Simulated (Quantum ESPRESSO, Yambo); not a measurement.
HgI (space group I4/mmm, No. 139). Cell and atoms were relaxed with PBE+D3(BJ) from Materials Project entry mp-22859, within its symmetry. Chain: norm-conserving PBEsol (Quantum ESPRESSO, 70 Ry, scalar-relativistic); G0W0 in Yambo (4×4×4 Γ-centred k mesh, bands 9 to 163 and a 6 Ry block in the screening, 163 bands in G with the Bruneval-Gonze terminator, plasmon pole fitted at 27.2 eV); BSE (4×4×4 mesh, 17 valence and 8 conduction bands, static screening with 83 bands and a 4 Ry block, scissor 0.81 eV, Tamm-Dancoff).

```
Property                                                                       Value
-----------------------------------------------  -----------------------------------
PBEsol gap (dense path)                                                      1.13 eV
PBEsol gap N → P on the GW mesh                                              1.28 eV
PBEsol smallest direct gap on the GW mesh, at P                              1.84 eV
G0W0 direct gap at that point                                                2.66 eV
G0W0 correction to the gap N → P                                             0.86 eV
lowest exciton                                   no binding energy given (see below)
```

Rough cost of the Yambo steps against G0W0 for 10 states: BSE about 1/3.

Convergence of the G0W0 settings was not tested. The mesh misses a band edge: along a dense path the PBEsol gap is 1.13 eV against 1.28 eV on the mesh. The BSE states are vertical excitations (zero momentum); the indirect quasiparticle gap, about 1.99 eV, is smaller than the direct one (2.66 eV on the GW mesh). The run can't give a binding energy: the direct gap on its mesh, 2.66 eV, isn't the smallest one (2.54 eV from the band path plus the scissor). Axes are Cartesian, with cell vectors (Å) (-2.43, 2.43, 5.88), (2.43, -2.43, 5.88), (2.43, 2.43, -5.88).

Spin-orbit coupling is left out, which matters for elements this heavy: edges can move by tenths of an eV.
